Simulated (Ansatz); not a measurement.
Ga2O3:
```yaml
crystal:
  lattice:
    - [2.99315, 0.00000, 0.00000]
    - [-1.49658, 2.59214, 0.00000]
    - [0.00000, 0.00000, 6.97176]
  atoms:
    - { symbol: Ga, position: [0.33333, 0.66667, 0.20010] }
    - { symbol: Ga, position: [0.66667, 0.33333, 0.79990] }
    - { symbol: O, position: [0.00000, 0.00000, 0.00000] }
    - { symbol: O, position: [0.33333, 0.66667, 0.69504] }
    - { symbol: O, position: [0.66667, 0.33333, 0.30496] }
```

The program Ansatz at the PBEsol level (PAW) gives a gap of 2.47 eV without spin–orbit coupling, maximum at Γ, minimum at Γ.

Q: What happens when spin–orbit coupling is switched on?

A: The gap hardly moves, to 2.47 eV; maximum at Γ, minimum at Γ.

Q: Give the electron effective mass with spin–orbit coupling.

A: 0.27, 0.27, 0.33 mₑ (principal values).

Space group P-3m1 (La2O3 or Ni2Al3 type). A made-up cell: these elements were put on the sites of a structure type; neither database checked (COD, Materials Project) lists it. It is not the phase usual at ambient conditions (space group No. 12, 167). The PBEsol relaxation kept the symmetry of its start. At this level the phase is dynamically unstable (imaginary phonons).

Potentials: the later of the program's two PAW sets.
